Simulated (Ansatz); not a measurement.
A geometry of HfO2 away from equilibrium: the start of the relaxation of a relaxed HfO2 cell displaced along its unstable phonon at q = (0, 0, ½) of its primitive reciprocal cell (178i cm⁻¹), largest move 0.15 Å. These are PBE (plane waves to 420 eV, PAW, scalar-relativistic; Ansatz, a quantum-chemistry and plane-wave program) values and carry that method's errors. Γ-centred k-mesh 9×9×1 on the run's cell (coarser than for final values), Fermi–Dirac smearing 0.05 eV.

```xyz
12
Lattice="3.1204 0.0000 0.0000 -1.5602 2.7023 0.0000 0.0000 0.0000 21.7014" Properties=species:S:1:pos:R:3 pbc="T T T"
Hf     0.0000     1.8016     2.7127
Hf     0.0000     1.8015    13.5634
Hf     1.5602     0.9013     8.1380
Hf     1.5602     0.9002    18.9887
O      0.0000     1.8217     6.9737
O      0.0000     1.7814    17.8244
O      1.5602     0.7511     1.5484
O      1.5602     1.0505    12.3991
O      1.5602     1.0508     3.8770
O      1.5602     0.7508    14.7277
O      0.0000     1.7840     9.3023
O      0.0000     1.8192    20.1530
```

Question: Give the Cartesian forces on all atoms (eV/Å).

Answer: 
```tsv
atom	Fx	Fy	Fz
Hf1	0.00	-0.40	0.07
Hf2	0.00	-0.40	-0.07
Hf3	0.00	0.02	0.00
Hf4	0.00	-0.01	0.00
O5	0.00	0.03	0.00
O6	0.00	-0.04	0.00
O7	0.00	0.14	0.04
O8	0.00	0.26	0.11
O9	0.00	0.26	-0.11
O10	0.00	0.14	-0.04
O11	0.00	-0.04	0.00
O12	0.00	0.03	0.00
```

Question: What is the pressure?

Answer: +0.7 GPa, compression positive.

Question: How much energy per atom can still be gained by relaxing?

Answer: 0.54 eV/atom; the path ends in Cmc2₁ (No. 36) at a tolerance of 0.01 Å, P6₃mc (No. 186) at 0.1 Å.

No spin polarisation in the result. Without a van der Waals term the distances between weakly bound units are poorly fixed.

The run could not lose the symmetry of its start, so the end can be a saddle point.

The end of the path is a generated cell of HfO2: the first start was made by placing the elements on the sites of a structure type, and the end was not matched to a known phase here, so it may be hypothetical. Known forms of HfO2 include space group No. 14, 29, 137, 225.
